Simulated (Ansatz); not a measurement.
PtCl2:
```xyz
6
Lattice="3.4659 0.0000 0.0000 0.0000 10.5949 0.0000 0.0000 0.0000 3.4084" Properties=species:S:1:pos:R:3 pbc="T T T"
Pt     0.0000     0.0000     1.7042
Pt     1.7330     5.2975     0.0000
Cl     3.2525     9.0916     0.0000
Cl     0.2135     1.5033     0.0000
Cl     1.5195     6.8008     1.7042
Cl     1.9464     3.7941     1.7042
```

Relaxed with LDA. Independent-particle spectrum: no excitons, no local fields, no scissors shift; 0.1 eV broadening; ε₁ of the summed bands alone.

**Question.** Tabulate the dielectric function from the program Ansatz at the LDA level (PAW).

**Answer.** 

| E (eV) | ε₁ xx | ε₂ xx | ε₁ yy | ε₂ yy | ε₁ zz | ε₂ zz |
|---|---|---|---|---|---|---|
| 0.0 | 5.43 | 0.00 | 7.34 | 0.00 | 8.59 | 0.00 |
| 0.5 | 5.53 | 0.00 | 7.49 | 0.00 | 8.71 | 0.00 |
| 1.0 | 6.01 | 0.01 | 8.13 | 0.02 | 9.21 | 0.02 |
| 1.5 | 6.03 | 1.74 | 9.52 | 1.31 | 10.38 | 0.61 |
| 2.0 | 5.37 | 0.69 | 11.04 | 4.79 | 10.82 | 2.70 |
| 2.5 | 5.96 | 0.34 | 2.81 | 4.91 | 8.11 | 2.54 |
| 3.0 | 8.38 | 0.36 | 4.50 | 1.40 | 9.45 | 2.64 |
| 3.5 | 6.78 | 5.57 | 5.70 | 1.05 | 11.34 | 1.71 |
| 4.0 | 7.52 | 5.61 | 6.88 | 0.96 | 20.03 | 6.25 |
| 4.5 | -0.83 | 6.87 | 7.90 | 2.17 | -0.66 | 23.18 |
| 5.0 | 0.10 | 3.34 | 9.29 | 4.66 | -1.54 | 8.34 |
| 5.5 | 0.60 | 2.39 | 6.78 | 7.41 | 1.28 | 5.27 |
| 6.0 | 0.88 | 1.13 | 5.94 | 9.00 | 4.32 | 6.93 |
| 6.5 | 1.90 | 0.98 | 0.34 | 9.09 | -0.81 | 10.04 |
| 7.0 | 2.21 | 0.78 | 0.73 | 4.15 | -0.21 | 2.81 |
| 7.5 | 2.94 | 0.87 | 3.02 | 4.01 | 2.86 | 5.72 |
| 8.0 | 3.20 | 0.91 | 3.74 | 6.01 | 0.30 | 5.22 |
| 8.5 | 3.39 | 1.15 | 1.02 | 5.53 | 0.59 | 4.26 |
| 9.0 | 3.81 | 1.47 | 1.31 | 4.86 | 1.77 | 4.49 |
| 9.5 | 4.45 | 1.58 | 1.41 | 5.07 | 0.76 | 5.56 |
| 10.0 | 5.09 | 2.62 | -0.43 | 5.52 | -0.09 | 4.30 |
| 10.5 | 4.96 | 3.88 | -0.23 | 3.87 | -0.94 | 4.97 |
| 11.0 | 3.32 | 6.22 | 0.46 | 3.40 | -0.78 | 3.67 |
| 11.5 | 0.79 | 5.62 | 0.48 | 3.80 | -0.78 | 3.04 |
| 12.0 | 0.30 | 3.78 | 0.17 | 3.70 | 0.18 | 2.96 |

**Question.** From ε at 2.4 eV (xx: 5.74 + 0.42i), find n, k, the normal reflectivity and the absorption coefficient.

**Answer.** n = 2.40, k = 0.088, R = 17 %, α = 2kE/ħc = 21000 cm⁻¹.

With all bands, ε∞ without local fields is 5.62 (xx), 7.49 (yy), 8.73 (zz). DFPT, with local fields, gives 4.75 (xx), 5.94 (yy), 8.11 (zz).

Space group Pnnm. The first step of the workflow began from a Materials Project structure, measured or hypothetical; the Crystallography Open Database copy checked does not list it. COD files the formula under space group No. 166, so this cell is another polymorph or a model. Its standing as an ambient phase is unchecked. Symmetry was held in the LDA relaxation; whether a distortion lowers the energy is not shown. No spin polarisation was allowed. A crystal of weakly bound chains computed without a dispersion correction: the cell and the soft elastic constants depend strongly on that. Spin–orbit coupling is left out wherever it is not named.

Potentials: the later of the program's two PAW sets.
